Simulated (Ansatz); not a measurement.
Relaxed SrTiO$_{3}$ (cubic perovskite):

```
CELL_PARAMETERS angstrom
      3.90695     0.00000     0.00000
      0.00000     3.90695     0.00000
      0.00000     0.00000     3.90695
ATOMIC_POSITIONS crystal
  Sr 0.00000 0.00000 0.00000
  Ti 0.50000 0.50000 0.50000
  O  0.00000 0.50000 0.50000
  O  0.50000 0.50000 0.00000
  O  0.50000 0.00000 0.50000
```

These are r2SCAN (plane waves to 500 eV, PAW, scalar-relativistic; Ansatz, a program for electronic structure) values and carry that method's errors. k mesh 7×7×7 (Γ-centred), Fermi-Dirac smearing 0.05 eV. SrTiO3 is run without spin polarisation. SrTiO3 was relaxed with its symmetry unable to fall.

One atom of the cell was then moved (with its periodic images), all else fixed, and the forces (eV/Å) came out as:

```tsv
atom	Fx	Fy	Fz
Sr1	0.504	0.504	0.000
Ti2	-0.381	-0.381	0.000
O3	-0.152	0.024	0.000
O4	0.005	0.005	0.000
O5	0.024	-0.152	0.000
```

Question: Which atom was moved, and by which vector (Å)?

Answer: Sr1, by (-0.12, -0.12, 0.00), 0.17 Å in all.

(For displaced atoms, the force is minus the slope of the energy, and its curvature is a force constant, which sets phonon frequencies.)
